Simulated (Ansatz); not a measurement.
# TiGa$_{3}$: opening a crack plane

TiGa$_{3}$, I4/mmm, a = 3.746 Å, c = 8.676 Å. The structure is a COD entry; whether it is the stable form wasn't checked. Ansatz: PBEsol, PAW, 420 eV, Γ-centred 12×12×3 mesh on 16 atoms, Gaussian smearing 0.15 eV; no spin polarisation. One cut on (001) per cell of 16 atoms is opened rigidly by x, between planes of Ga+Ti and Ga that stand 2.17 Å apart; y is the energy per area (14.029 Å², 1 eV/Å² = 16.02 J/m²).

| x (Å) | y (J/m²) |
| --- | --- |
| 0.00 | 0.000 |
| 0.50 | 0.648 |
| 1.00 | ? |
| 2.00 | 2.960 |
| 3.00 | 3.326 |
| 6.00 | 3.403 |

Problem. Fit the universal binding curve y = W[1 − (1 + x/l) e^(−x/l)] to the other rows, give the peak stress, and predict the missing value.

Solution. Least squares gives W = 3.44 J/m² and l = 0.595 Å. The stress dy/dx peaks at x = l with W/(e l) = 21.3 GPa, for rigid faces. At x = 1.00: x/l = 1.681, y = 1.723 J/m². The run gave 1.668 J/m², so the fit is 0.055 J/m² too high, within twice the rms miss on the fitted rows (0.041 J/m²).

Cost: 6 runs of about 17 core-minutes in all, on AMD EPYC 7B13 (Zen 3) (shared hosts).